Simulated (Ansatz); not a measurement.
YSi:
```yaml
crystal:
  lattice:
    - [0.00000, 2.90759, 2.90759]
    - [2.90759, 0.00000, 2.90759]
    - [2.90759, 2.90759, 0.00000]
  atoms:
    - { symbol: Si, position: [0.00000, 0.00000, 0.00000] }
    - { symbol: Y, position: [0.50000, 0.50000, 0.50000] }
```

Relaxed with PBE. Special points in fractions of this cell's reciprocal vectors: Γ (0.000, 0.000, 0.000); X (0.500, 0.000, 0.500); U (0.625, 0.250, 0.625); K (0.375, 0.375, 0.750); L (0.500, 0.500, 0.500); W (0.500, 0.250, 0.750).

Problem. List the band energies nearest the Fermi level at these points for plane-wave PAW PBE (Ansatz code).

Solution. In eV from the Fermi level; about four levels below and three above (degenerate sets whole), none deeper than 8.9 eV; points with the same levels are listed once.

```json
[
 {"k": "Γ", "below": "-7.99", "above": "1.88 1.88 1.88"},
 {"k": "X", "below": "-6.46 -1.54", "above": "0.02 0.85 0.85"},
 {"k": "U", "below": "-6.15 -1.53 -1.40 0.00", "above": "2.05 4.62 5.05"},
 {"k": "L", "below": "-5.86 -3.19 -0.65 -0.65", "above": "4.44 4.44 4.57"},
 {"k": "W", "below": "-6.11 -1.22 -1.22 -0.96", "above": "3.61 3.61 4.12"}
]
```

Space group Fm-3m (rock salt). The cell is a constructed one: a structure type filled with these elements; neither database checked (COD, Materials Project) lists it. Whether it is the stable phase at ambient conditions was not checked. The PBE relaxation kept the symmetry of its start; its stability against distortions is not shown here. No spin polarisation was allowed. Spin–orbit coupling is left out wherever it is not named.

Potentials: the later of the program's two PAW sets.
